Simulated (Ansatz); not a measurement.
The relaxed structure here is a generated cell of ZrO2: the first start was made by placing the elements on the sites of a structure type, and the end was not matched to a known phase here, so it may be hypothetical. Known forms of ZrO2 include space group No. 14, 137, 225.

A structure of ZrO2 relaxed with PBEsol (plane waves to 420 eV, PAW, scalar-relativistic; Ansatz, an electronic-structure program); single points at other levels follow on the same geometry (Ansatz, PAW; HSE06 at 420 eV on a 6×6×4 k-mesh; no spin-orbit coupling). Space group P2₁/m (No. 11).

```
CELL_PARAMETERS angstrom
      3.84441     0.00000     0.00000
      0.00000     3.46588     0.00000
     -1.33920     0.00000     5.24412
ATOMIC_POSITIONS crystal
  Zr 0.66698 0.75000 0.76947
  Zr 0.33302 0.25000 0.23053
  O  0.26400 0.75000 0.42064
  O  0.76450 0.25000 0.06320
  O  0.23550 0.75000 0.93680
  O  0.73600 0.25000 0.57936
```

```
level   gap (eV)    kind  conduction minimum
------  --------  ------  ------------------
PBEsol      4.24  direct                   Γ
HSE06       5.95       –                   Γ
```

No spin polarisation in the result.

It was reached from a disturbed copy of a R3m (No. 160) cell, against which it lies -785 meV/atom.
